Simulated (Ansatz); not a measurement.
Relaxed-ion elastic tensor of Cr (simple cubic, Pm-3m) in GPa (Voigt order), plane-wave PAW PBEsol (Ansatz code); density 7.03 g/cm³, 12.27 Å³ per atom.

|  | 1 | 2 | 3 | 4 | 5 | 6 |
|---|---|---|---|---|---|---|
| 1 | 450 | 89.5 | 89.5 | 0.0 | 0.0 | 0.0 |
| 2 | 89.5 | 450 | 89.5 | 0.0 | 0.0 | 0.0 |
| 3 | 89.5 | 89.5 | 450 | 0.0 | 0.0 | 0.0 |
| 4 | 0.0 | 0.0 | 0.0 | -127 | 0.0 | 0.0 |
| 5 | 0.0 | 0.0 | 0.0 | 0.0 | -127 | 0.0 |
| 6 | 0.0 | 0.0 | 0.0 | 0.0 | 0.0 | -127 |

### Question
Is the crystal mechanically stable?

### Answer
No: the smallest eigenvalue of C is -127 GPa.

A made-up cell: these elements were put on the sites of a structure type; neither database checked (COD, Materials Project) lists it. It is not the phase usual at ambient conditions (space group No. 229). The cell was relaxed with PBEsol under the symmetry of its start. At this level the phase is mechanically unstable. The workflow began spin-polarised and lost its moments. As this level gives no gap, shear constants depend on the k-mesh and smearing (Fermi–Dirac, 0.1 eV here). On the denser mesh and wider smearing of the elastic run this cell carries a stress of 0.5 GPa.

Potentials: the earlier of the program's two PAW sets. The files were generated under PBE; for other functionals the program regenerates the frozen cores, and for LDA and PBEsol the local potential too.
